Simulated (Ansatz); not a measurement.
Pd (fcc, Cu type)

```
Pd
1.0
    0.00000     1.95572     1.95572
    1.95572     0.00000     1.95572
    1.95572     1.95572     0.00000
Pd
1
Direct
  0.00000   0.00000   0.00000
```

The slice is a {110} plane (indices of the conventional cell) through the point (0.000, 0.000, 0.000) (fractional), spanned by u = [100] and v = [1 -1 -1] in vectors of this cell: u (2.77 Å) and v (3.91 Å, at 90° to u). It covers one period; positions are fractions (u, v).

Computed with r2SCAN (plane waves to 500 eV, PAW, scalar-relativistic; Ansatz, a first-principles code). k mesh 20×20×20. Near the nuclei the fields are pseudised (PAW); where an atom keeps semicore shells as valence, they peak there. Pd is run without spin polarisation. Pd was relaxed with its symmetry unable to fall. The PAW data are Ansatz's earlier set.

Question: What is the ELF at the midpoint of the shortest Pd–Pd line in this plane (2.77 Å)?

Answer: 0.2.

Question: What is the valence density on the shortest Pd–Pd line in this plane (2.77 Å), at its midpoint?

Answer: 0.29 e/Å³.

Question: Sketch the valence electron density on this plane as a map.

Answer: 
```
|9999999988776655332222111122223355667788999999|
|9999998888776644332222111122223344667788889999|
|9999888877665544332211111111223344556677888899|
|8888887766554433222211111111222233445566778888|
|7777776655443333221111111111112233334455667777|
|6666555544333322111111111111111122333344555566|
|5544444433332222111111111111111122223333444444|
|3333333322221111111111111111111111112222333333|
|2222222211111111111111111111111111111111222222|
|1111111111111111111111111111111111111111111111|
|1111111111111111111111111111111111111111111111|
|0000000000000011111111111111111111000000000000|
|0000000000000011111111111111111111000000000000|
|0000000000000011111111111111111111000000000000|
|0000000000000011111111111111111111000000000000|
|0000000000000011111111111111111111000000000000|
|0000000000000011111111111111111111000000000000|
|0000000000000011111111111111111111000000000000|
|0000000000000011111111111111111111000000000000|
|0000000000000011111111111111111111000000000000|
|1111111111111111111111111111111111111111111111|
|1111111111111111111111111111111111111111111111|
|2222222211111111111111111111111111111111222222|
|3333333322221111111111111111111111112222333333|
|5544444433332222111111111111111122223333444444|
|6666555544333322111111111111111122333344555566|
|7777776655443333221111111111112233334455667777|
|8888887766554433222211111111222233445566778888|
|9999888877665544332211111111223344556677888899|
|9999998888776644332222111122223344667788889999|
|9999999988776655332222111122223355667788999999|
|9999999988776655332222111122223355667788999999|
```
Scale: ten equal steps from -0.93 (start of '0') to 1.23 (end of '9'), in the order '0123456789'. Values: log₁₀ of the valence density in e/Å³. The map has 23 points along u (two characters each, u = 0 at the left) and 32 along v (v = 0 in the bottom row). The scale is logarithmic, as a density can span decades between atoms and voids.
